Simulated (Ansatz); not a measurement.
## H5NF2: checking a database structure before trusting its electric field gradients

The cell is a COD entry, taken as it stands.

Space group Pmna (No. 53); a = 8.4080, b = 3.6700, c = 8.1630 Å.

| site | Wyckoff | site symmetry | x | y | z |
| --- | --- | --- | --- | --- | --- |
| H1 | 2b | 2/m.. | 0.5000 | 0.0000 | 0.0000 |
| H3 | 2a | 2/m.. | 0.0000 | 0.0000 | 0.0000 |
| H5 | 8i | 1 | 0.7880 | 0.6930 | 0.8270 |
| H13 | 8i | 1 | 0.6730 | 0.4140 | 0.7880 |
| N | 4g | .2. | 0.7500 | 0.5502 | 0.7500 |
| F25 | 4e | 2.. | 0.8647 | 0.0000 | 0.0000 |
| F29 | 4h | m.. | 0.0000 | 0.1128 | 0.6294 |

One atom of each set is listed.

Computed with Ansatz: DFT, PBE, plane waves and PAW, scalar-relativistic, 420 eV cutoff, Γ-centred 3×6×3 k-points, Fermi–Dirac smearing 0.02 eV.

**Question.** Do the atoms and the cell lie near the calculated equilibrium?

**Answer.** No. The largest force is 10 eV/Å, on atom 14 (H: 1 N at 0.87 Å; also 1 F at 1.95 Å), and the pressure is 30.9 GPa. Bonds to hydrogen as short as 0.87 Å are the usual result of locating hydrogen with X-rays, and they can account for much of this: hydrogen has to be relaxed before the gradients can be taken for those of the compound.
